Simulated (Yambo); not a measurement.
G0W0@PBEsol for CsHgF3 (cubic perovskite, space group Pm-3m, No. 221) in Yambo. Reference settings: 2×2×2 Γ-centred k mesh, bands 9 to 296 and a 7 Ry block in the screening, 296 bands in G with the Bruneval-Gonze terminator, plasmon pole fitted at 27.2 eV. The PBEsol gap R → Γ on this mesh is 0.44 eV; G0W0 gaps are taken between the same points.

The settings were changed. The gap went from 2.19 eV to 2.25 eV, and the shift of the valence edge from -0.88 eV to -0.87 eV.

### Question
Name the change that produced these shifts.
A) 3 Ry block
B) 120 bands in G, no terminator
C) 196 bands in G, no terminator
D) 120 bands in G

### Answer
D, 120 bands in G. The others gave (gap, valence shift): 3 Ry block: 2.30, -1.02 eV; 196 bands in G, no terminator: 1.95, -0.38 eV; 120 bands in G, no terminator: 1.94, -0.09 eV.

Spin-orbit coupling is included.

Geometry of the Materials Project entry, not relaxed at this level; primitive cell a = 4.5954 Å, b = 4.5954 Å, c = 4.5954 Å, α = 90.00°, β = 90.00°, γ = 90.00°.

A shift is the quasiparticle energy of the state minus its PBEsol energy.
